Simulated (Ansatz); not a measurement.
Zr (hcp, Mg type)

```yaml
crystal:
  lattice:
    - [3.18473, 0.00000, 0.00000]
    - [-1.59237, 2.75806, 0.00000]
    - [0.00000, 0.00000, 5.11724]
  atoms:
    - { symbol: Zr, position: [0.33333, 0.66667, 0.75000] }
    - { symbol: Zr, position: [0.66667, 0.33333, 0.25000] }
```

In this cell atom 1 (Zr, nearest neighbour Zr at 3.151 Å; its periodic images, 3.2 Å or more away, move with it) is moved by s towards the nearest neighbour, unit vector (0.505, -0.292, -0.812); all other atoms and the cell stay fixed.

The numbers are results of PBEsol (plane waves to 420 eV, PAW, scalar-relativistic; Ansatz, a first-principles code), not measurements. k mesh 14×14×8 (Γ-centred), Fermi-Dirac smearing 0.05 eV. E stands for the smeared free energy. Left out: 1 of 11 points, with atoms too close for the PAW data. With partly filled bands, energies and forces of such displacements shift with the k mesh and the smearing. F⊥ is the part of the force across the line. The PAW data are Ansatz's earlier set. Zr is run without spin polarisation. Zr was relaxed with its symmetry unable to fall. ΔE is measured from the undisplaced structure.

Task: What ΔE (meV/cell) and |F⊥| (eV/Å) does the calculation give at s (Å) = -0.630, -0.378, -0.252, -0.126, 0.126, 0.252, 0.378, 0.504?

Result: 
```
s (Å)   ΔE (meV/cell)  |F⊥| (eV/Å)
------  -------------  -----------
-0.630            829        2.146
-0.378            269        1.040
-0.252            112        0.600
-0.126             26        0.248
0.126              26        0.247
0.252             112        0.593
0.378             269        1.008
0.504             506        1.473
```

(A displaced cell: forces are minus the slopes of the energy, force constants its curvatures, and phonons follow from these.)
